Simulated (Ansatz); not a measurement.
ZnS:
```
CELL_PARAMETERS angstrom
      3.84516     0.00000     0.00000
     -1.92258     3.33000     0.00000
      0.00000     0.00000     6.30554
ATOMIC_POSITIONS crystal
  Zn 0.66667 0.33333 0.99986
  Zn 0.33333 0.66667 0.49986
  S  0.66667 0.33333 0.62534
  S  0.33333 0.66667 0.12534
```

Tensor components refer to the Cartesian frame of this cell.

### Question
Give the proper piezoelectric stress tensor with relaxed ions from DFT-PBE in the program Ansatz with PAW potentials.

### Answer
In C/m², rows x, y, z, Voigt columns; mesh uncertainty up to 0.00.
```
 0.00   0.00   0.00   0.00   0.06   0.00
 0.00   0.00   0.00   0.06   0.00   0.00
 0.10   0.10  -0.07   0.00   0.00   0.00
```

The elastic tensor of the same run (GPa):

|  | 1 | 2 | 3 | 4 | 5 | 6 |
|---|---|---|---|---|---|---|
| 1 | 115 | 51.2 | 38.5 | 0.0 | 0.0 | 0.0 |
| 2 | 51.2 | 115 | 38.5 | 0.0 | 0.0 | 0.0 |
| 3 | 38.5 | 38.5 | 135 | 0.0 | 0.0 | 0.0 |
| 4 | 0.0 | 0.0 | 0.0 | 27.7 | 0.0 | 0.0 |
| 5 | 0.0 | 0.0 | 0.0 | 0.0 | 27.7 | 0.0 |
| 6 | 0.0 | 0.0 | 0.0 | 0.0 | 0.0 | 32.1 |

### Question
Convert to strain constants d = e·S.

### Answer
In pC/N:
```
 0.0   0.0   0.0   0.0   2.1   0.0
 0.0   0.0   0.0   2.1   0.0   0.0
 0.8   0.8  -1.0   0.0   0.0   0.0
```

Space group P6_3mc (wurtzite). The cell was relaxed with PBE under the symmetry of its start; phonons on a q-mesh show no instability.

Potentials: the later of the program's two PAW sets.
